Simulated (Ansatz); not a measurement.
Ca2RuO4 in space group Cmce (No. 64; Ca on 8d, Ru on 4a, O on 8d, O on 8f) at seven volumes, the program Ansatz at the PBEsol level (PAW), shape and atoms relaxed at each. One row is withheld.

| V (Å³/atom) | P (GPa) |
|---|---|
| 11.051 | 18.38 |
| 11.415 | 11.25 |
| 11.779 | 5.17 |
| 12.144 | 0.00 |
| 12.508 | -4.38 |
| 12.872 | -7.83 |
| 13.237 | ? |

Fit the shown pressures and predict the withheld one.

P = (3/2)B₀(x^(7/2) − x^(5/2))[1 + (3/4)(B′ − 4)(x − 1)] with x = (V₀/V)^(2/3). Least squares on the six rows gives V₀ = 12.145 Å³/atom, B₀ = 156 GPa, B′ = 4.72. At V = 13.237, x = 0.9442 and P = -10.97 GPa. The run itself gave -10.98 GPa.

The workflow started from a Materials Project entry (that database holds measured and hypothetical structures alike); the Crystallography Open Database copy checked does not list it. COD files the formula under space group No. 61, so this cell is another polymorph or a model. Whether it is the stable phase at ambient conditions was not checked. The PBEsol relaxation kept the symmetry of its start; whether a distortion lowers the energy is not shown. The final state is ferromagnetic, chosen from 2 collinear starts compared on coarse meshes (ties went to the first, and starts can fall back to one state), not a proven ground state. No Hubbard U is applied.

Potentials: the later of the program's two PAW sets.
